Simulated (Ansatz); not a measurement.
# Ba2ZnP2 — ¹³⁵Ba NMR of the central transition

Cell: an entry of the Crystallography Open Database (COD) whose atoms were relaxed with PBE, the cell held.

Space group Ibam (No. 72); a = 6.7560, b = 13.1080, c = 6.3850 Å.

| site | Wyckoff | site symmetry | x | y | z |
| --- | --- | --- | --- | --- | --- |
| Ba | 8j | ..m | 0.1926 | 0.3602 | 0.0000 |
| Zn | 4a | 222 | 0.0000 | 0.0000 | 0.2500 |
| P | 8j | ..m | 0.1999 | 0.1058 | 0.0000 |

One atom of each set is listed; the run and its k-mesh use a cell of 10 atoms with edges of 8.03, 8.03, 8.03 Å.

Method: Kohn–Sham DFT in Ansatz, PBE, plane waves and PAW, scalar-relativistic, 420 eV cutoff, Γ-centred 6×6×6 k-points, Fermi–Dirac smearing 0.02 eV.

¹³⁵Ba has I = 3/2 and Q = 153.0 mb (Pyykkö 2018); at 14.1 T its Larmor frequency is ν₀ = 60.0 MHz (from the bare nuclear moment; shielding lowers the observed one by a per cent or two). Only the quadrupole interaction is simulated: positions count from each site's isotropic chemical shift, and shift anisotropy, dipolar and J coupling are left out.

(1) Simulate the second-order pattern (static powder, Gaussian broadening 90 kHz) of site Ba (2 Zn at 3.20 Å, 6 P at 3.30–3.46 Å).

## Answers

(1) The calculation gives C_Q = -21.0 MHz and η = 0.66, so ν_Q = 10.5 MHz and the centre of gravity lies at -3501 ppm (-210 kHz).

| offset (kHz) | height |
| --- | --- |
| -1115.5 | 0 |
| -1071.2 | 3 |
| -1026.9 | 14 |
| -982.6 | 30 |
| -938.3 | 37 |
| -894.0 | 39 |
| -849.7 | 41 |
| -805.4 | 42 |
| -761.1 | 43 |
| -716.8 | 45 |
| -672.5 | 46 |
| -628.2 | 48 |
| -583.9 | 50 |
| -539.6 | 53 |
| -495.3 | 55 |
| -451.0 | 59 |
| -406.7 | 62 |
| -362.4 | 67 |
| -318.1 | 74 |
| -273.8 | 85 |
| -229.5 | 98 |
| -185.2 | 100 |
| -140.9 | 91 |
| -96.6 | 84 |
| -52.3 | 82 |
| -8.0 | 81 |
| 36.3 | 80 |
| 80.6 | 80 |
| 124.9 | 90 |
| 169.2 | 97 |
| 213.5 | 78 |
| 257.8 | 54 |
| 302.1 | 43 |
| 346.4 | 39 |
| 390.7 | 37 |
| 435.0 | 34 |
| 479.3 | 27 |
| 523.6 | 13 |
| 567.9 | 3 |
| 612.2 | 0 |

With ν_Q/ν₀ up to 0.17, terms beyond second order are no longer negligible.

Without spin–orbit coupling (the program notes it for Ba) the gradients can shift somewhat, as the gap is small.

The relaxation (3 steps) took 2.2 min of wall time (2.2 min of CPU time) and 0.92 GiB at its peak, on 1 thread of Arm Neoverse V2 (aarch64; 28 cores open to the job, memory cap 3.0 GiB, no GPU), a shared host with a load of 0.9 a core.
